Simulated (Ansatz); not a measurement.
Consider the following.

CdSe:
```
CdSe
1.0
    0.00000     3.09813     3.09813
    3.09813     0.00000     3.09813
    3.09813     3.09813     0.00000
Se Cd
1 1
Direct
  0.75000   0.75000   0.75000
  0.00000   0.00000   0.00000
```

This is the PBE-relaxed structure.

**Question.** All from plane-wave PAW PBE (Ansatz code), unless another level is named. Estimate the band gap.

**Answer.** 0.49 eV (direct).

**Question.** Give the electron effective mass.

**Answer.** 0.052 mₑ (isotropic).

**Question.** Next, the hole effective mass, band 3 of 3 at the edge?

**Answer.** 0.053 along [100], 0.050 along [110], 0.049 along [111] (mₑ).

Space group F-43m (zinc blende). The PBE relaxation kept the symmetry of its start. Spin–orbit coupling is left out wherever it is not named.

Potentials: the later of the program's two PAW sets.
